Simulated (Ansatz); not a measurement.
Cs₂LiYCl₆: the gap from level to level

A database entry relaxed whole under r2SCAN at zero pressure (Fm-3m, No. 225):

```yaml
crystal:
  lattice:
    - [0.00000, 5.24593, 5.24593]
    - [5.24593, 0.00000, 5.24593]
    - [5.24593, 5.24593, 0.00000]
  atoms:
    - { symbol: Cs, position: [0.25000, 0.25000, 0.25000] }
    - { symbol: Cs, position: [0.75000, 0.75000, 0.75000] }
    - { symbol: Li, position: [0.50000, 0.50000, 0.50000] }
    - { symbol: Y, position: [0.00000, 0.00000, 0.00000] }
    - { symbol: Cl, position: [0.74893, 0.25107, 0.25107] }
    - { symbol: Cl, position: [0.25107, 0.74893, 0.25107] }
    - { symbol: Cl, position: [0.25107, 0.74893, 0.74893] }
    - { symbol: Cl, position: [0.74893, 0.25107, 0.74893] }
    - { symbol: Cl, position: [0.25107, 0.25107, 0.74893] }
    - { symbol: Cl, position: [0.74893, 0.74893, 0.25107] }
```

Its volume is 28.87 Å³ an atom, +0.2 % against the entry's 28.82, a cell as deposited in COD (1989).

Single points on this cell with plane-wave PAW DFT (Ansatz 0.2.0; r2SCAN 500 eV, hybrids 420 eV; fermi-dirac occupations of width 0.020 eV; no moments): r2SCAN on a 6×6×6 Γ-centred mesh; r2SCAN with spin-orbit coupling on a 6×6×6 Γ-centred mesh; HSE06 on a 4×4×4 Γ-centred mesh; PBE0 on a 4×4×4 Γ-centred mesh.

**Question.** How do gap, pressure and charges move from level to level?

**Answer.** The runs give:

| level | gap (eV), or kind | pressure (GPa) | Bader charge of Cs (e) | Bader charge of Li (e) | Bader charge of Y (e) | Bader charge of Cl (e) |
| --- | --- | --- | --- | --- | --- | --- |
| r2SCAN | 5.46 | 0.0 | +0.88 | +0.92 | +2.18 | -0.81 |
| r2SCAN with spin-orbit coupling | 5.42 | 0.0 | +0.88 | +0.92 | +2.18 | -0.81 |
| HSE06 | 6.35 | 0.3 | +0.88 | +0.92 | +2.19 | -0.81 |
| PBE0 | 7.11 | 0.2 | +0.88 | +0.92 | +2.19 | -0.81 |

Under r2SCAN the gap is 5.46 eV, over mesh and band path. HSE06 moves it by +0.89 eV and PBE0 by +1.65 eV; PBE0 keeps its exact exchange at long range, which widens the gap over HSE06's by 0.76 eV on their common mesh. Spin-orbit coupling moves the r2SCAN gap by -0.04 eV.

Caveats: the relaxation kept the start's symmetry; HSE06 is read on its mesh and at the zone's corners, PBE0 on its mesh alone; hybrid pressures are good to a few tenths of a GPa; pressure is positive in compression.
